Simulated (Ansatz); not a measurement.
ScAg4 in space group I4/m (No. 87; Ag on 8h, Sc on 2a), PBEsol in the plane-wave PAW code Ansatz, all energies at zero smearing, with the estimated change up to a 700 eV cutoff added, with one set of potentials and settings (totals compare only within such a set). Cell of 5 atoms (4 Ag, 1 Sc): -32201.547 eV.

```json
[
 {"element": "Ag", "reference phase": "P6_3/mmc, 4 atoms in the cell", "E (eV/atom)": "-7522.2452"},
 {"element": "Sc", "reference phase": "P6_3/mmc, 2 atoms in the cell", "E (eV/atom)": "-2111.3699"}
]
```

Formation energy per atom, worked out: (-32201.547 − 4×(-7522.2452) − 1×(-2111.3699))/5 = -0.239 eV/atom (-23 kJ per mol of atoms), at 0 K, without zero-point energy or fitted corrections.

The workflow started from an entry of the Crystallography Open Database (COD). Whether it is the stable phase at ambient conditions was not checked. The PBEsol relaxation kept the symmetry of its start; of distortions, only those at the zone centre were tested. The run is not spin-polarised. The references are the lowest solids computed at this level, not always the standard phases.

Potentials: the later of the program's two PAW sets.
